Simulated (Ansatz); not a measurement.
A geometry of Cr away from equilibrium: step 2 of the relaxation of a relaxed Cr cell displaced along its unstable phonon at q = (½, 0, 0) of its primitive reciprocal cell (179i cm⁻¹), largest move 0.15 Å. Calculation: r2SCAN (plane waves to 500 eV, PAW, scalar-relativistic; Ansatz, a first-principles code). Γ-centred k-mesh 7×14×14 on the run's cell (coarser than for final values), Fermi–Dirac smearing 0.05 eV.

```
CELL_PARAMETERS angstrom
      4.55413     0.00000     0.00000
      0.00000     2.31567     0.00000
      0.00000     0.00000     2.32663
ATOMIC_POSITIONS crystal
  Cr 0.00000 0.00000 0.13118
  Cr 0.50000 0.00000 0.86882
```

Problem. Give the Cartesian forces on all atoms (eV/Å).

Solution. 
| atom | Fx | Fy | Fz |
|---|---|---|---|
| Cr1 | 0.00 | 0.00 | 0.83 |
| Cr2 | 0.00 | 0.00 | -0.83 |

Problem. What is the pressure?

Solution. 0.0 GPa, compression positive.

Problem. How far above the relaxed end point is this geometry?

Solution. 0.09 eV/atom; the path ends in Cmmm (No. 65).

No spin polarisation in the result. A magnetic state may lie lower.

The run could not lose the symmetry of its start, so the end can be a saddle point.

The end of the path is a generated cell of Cr: the first start was made by placing the elements on the sites of a structure type, and the end was not matched to a known phase here, so it may be hypothetical. Known forms of Cr include space group No. 229.
